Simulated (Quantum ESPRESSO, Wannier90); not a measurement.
Ta2O5 (P2/m), plane waves to Wannier functions

Structure: Materials Project mp-1238961, symmetrised, not relaxed again. Not found in the COD (Crystallography Open Database) copy used, which has the formula in other groups; not checked further. Computed values, not measurements, from PBEsol: Quantum ESPRESSO (norm-conserving PseudoDojo potentials, cutoff 68 Ry, spinors with spin-orbit coupling) on a Γ-centred 4×4×4 mesh, then Wannier90. Density: 8×8×6 mesh, cold smearing 0.01 Ry.

On the energy scale of pw.x, whose zero is arbitrary, the valence-band maximum lies at 6.89 eV.

Input w.win:

```
num_bands = 4
num_wann = 4
exclude_bands = 5-112
spinors = true
num_iter = 1000
conv_tol = 1.0e-6
conv_window = 4
write_hr = true
write_u_matrices = true
auto_projections = true
begin unit_cell_cart
ang
    3.8414100000    0.0000000000    0.0000000000
    0.0000000000    3.8627200000    0.0000000000
   -1.8189390000    0.0000000000    6.5289600000
end unit_cell_cart
begin atoms_frac
Ta  -0.3504700000  0.0000000000 -0.2086900000
Ta   0.3504700000  0.0000000000  0.2086900000
O   -0.3378800000  0.5000000000 -0.2016700000
O    0.3378800000  0.5000000000  0.2016700000
O    0.1897600000  0.0000000000 -0.1293800000
O   -0.1897600000  0.0000000000  0.1293800000
O    0.5000000000  0.0000000000  0.5000000000
end atoms_frac
mp_grid = 4 4 4
begin kpoints
0.0000000000 0.0000000000 0.0000000000
0.0000000000 0.0000000000 0.2500000000
0.0000000000 0.0000000000 0.5000000000
... (61 more lines: the 4x4x4 mesh through Gamma)
end kpoints
```

Input of pw2wannier90.x that gives the overlap and projection files (equivalent; here they were cut from one run over all bands):

```
&inputpp
  outdir = './out'
  prefix = 'pwscf'
  seedname = 'w'
  write_amn = .true.
  write_mmn = .true.
  atom_proj = .true.
  atom_proj_exclude = 3 4 5 6 7 8 9 10 11 12 13 14 15 16 17 18 19 20 23 24 25 26 27 28 29 30 31 32 33 34 35 36 37 38 39 40 41 42 43 44 45 46 47 48 49 50 51 52 53 54 55 56 57 58 59 60 61 62 63 64 65 66 67 68 69 70 71 72 73 74 75 76 77 78 79 80
/
```

Output w.wout (banner and timings cut):

```
                                    ------
                                    SYSTEM
                                    ------

                              Lattice Vectors (Ang)
                    a_1     3.841410   0.000000   0.000000
                    a_2     0.000000   3.862720   0.000000
                    a_3    -1.818939   0.000000   6.528960

                   Unit Cell Volume:      96.87861  (Ang^3)

                        Reciprocal-Space Vectors (Ang^-1)
                    b_1     1.635646  -0.000000   0.455684
                    b_2     0.000000   1.626622  -0.000000
                    b_3     0.000000   0.000000   0.962356

 *----------------------------------------------------------------------------*
 |   Site       Fractional Coordinate          Cartesian Coordinate (Ang)     |
 +----------------------------------------------------------------------------+
 | ta   1  -0.35047   0.00000  -0.20869   |   -0.96670   0.00000  -1.36253    |
 | ta   2   0.35047   0.00000   0.20869   |    0.96670   0.00000   1.36253    |
 | o    1  -0.33788   0.50000  -0.20167   |   -0.93111   1.93136  -1.31670    |
 | o    2   0.33788   0.50000   0.20167   |    0.93111   1.93136   1.31670    |
 | o    3   0.18976   0.00000  -0.12938   |    0.96428   0.00000  -0.84472    |
 | o    4  -0.18976   0.00000   0.12938   |   -0.96428   0.00000   0.84472    |
 | o    5   0.50000   0.00000   0.50000   |    1.01124   0.00000   3.26448    |
 *----------------------------------------------------------------------------*
                                ------------
                                K-POINT GRID
                                ------------

             Grid size =  4 x  4 x  4      Total points =   64

 *---------------------------------- MAIN ------------------------------------*
 |  Number of Wannier Functions               :                 4             |
 |  Number of Objective Wannier Functions     :                 4             |
 |  Number of input Bloch states              :                 4             |
 |  Output verbosity (1=low, 5=high)          :                 1             |
 |  Timing Level (1=low, 5=high)              :                 1             |
 |  Optimisation (0=memory, 3=speed)          :                 3             |
 |  Length Unit                               :               Ang             |
 |  Post-processing setup (write *.nnkp)      :                 F             |
 |  Using Gamma-only branch of algorithms     :                 F             |
 *----------------------------------------------------------------------------*
 *------------------------------- WANNIERISE ---------------------------------*
 |  Total number of iterations                :              1000             |
 |  Number of CG steps before reset           :                 5             |
 |  Trial step length for line search         :             2.000             |
 |  Convergence tolerence                     :         0.100E-05             |
 |  Convergence window                        :                 4             |
 |  Iterations between writing output         :                 1             |
 |  Iterations between backing up to disk     :               100             |
 |  Write r^2_nm to file                      :                 F             |
 |  Write xyz WF centres to file              :                 F             |
 |  Write on-site energies <0n|H|0n> to file  :                 F             |
 |  Use guiding centre to control phases      :                 F             |
 |  Use phases for initial projections        :                 F             |
 *----------------------------------------------------------------------------*
 *-------------------------------- PLOTTING ----------------------------------*
 |  Plotting Hamiltonian in WF basis          :                 T             |
 *----------------------------------------------------------------------------*

       ... (k-mesh section left out)

 Starting a new Wannier90 calculation ...

 Reading overlaps from w.mmn

 Reading projections from w.amn

 *------------------------------- WANNIERISE ---------------------------------*
 +--------------------------------------------------------------------+<-- CONV
 | Iter  Delta Spread     RMS Gradient      Spread (Ang^2)            |<-- CONV
 +--------------------------------------------------------------------+<-- CONV

 ------------------------------------------------------------------------------
 Initial State
  WF centre and spread    1  ( -0.966648, -0.000000, -1.362305 )     0.36899558
  WF centre and spread    2  ( -0.966648, -0.000000, -1.362305 )     0.36899558
  WF centre and spread    3  (  0.966648, -0.000000,  1.362305 )     0.36899558
  WF centre and spread    4  (  0.966648,  0.000000,  1.362305 )     0.36899558
  Sum of centres and spreads ( -0.000000, -0.000000, -0.000000 )     1.47598232

      0     0.148E+01     0.0000000000        1.4759823195  <-- CONV
        O_D=      0.0000000 O_OD=      0.0000000 O_TOT=      1.4759823 <-- SPRD
 ------------------------------------------------------------------------------
      1    -0.444E-14     0.0000004926        1.4759823195  <-- CONV
        O_D=      0.0000000 O_OD=      0.0000000 O_TOT=      1.4759823 <-- SPRD
      2    -0.844E-14     0.0000004895        1.4759823195  <-- CONV
        O_D=      0.0000000 O_OD=      0.0000000 O_TOT=      1.4759823 <-- SPRD
      3    -0.124E-13     0.0000004835        1.4759823195  <-- CONV
        O_D=      0.0000000 O_OD=      0.0000000 O_TOT=      1.4759823 <-- SPRD
      4    -0.155E-13     0.0000004746        1.4759823195  <-- CONV
        O_D=      0.0000000 O_OD=      0.0000000 O_TOT=      1.4759823 <-- SPRD
             <<<     Delta < 1.000E-06  over  4 iterations     >>>
             <<< Wannierisation convergence criteria satisfied >>>
 Final State
  WF centre and spread    1  ( -0.966648, -0.000000, -1.362305 )     0.36899558
  WF centre and spread    2  ( -0.966648, -0.000000, -1.362305 )     0.36899558
  WF centre and spread    3  (  0.966648, -0.000000,  1.362305 )     0.36899558
  WF centre and spread    4  (  0.966648,  0.000000,  1.362305 )     0.36899558
  Sum of centres and spreads ( -0.000000, -0.000000, -0.000000 )     1.47598232

         Spreads (Ang^2)       Omega I      =     1.475982285
        ================       Omega D      =     0.000000000
                               Omega OD     =     0.000000035
    Final Spread (Ang^2)       Omega Total  =     1.475982319
```
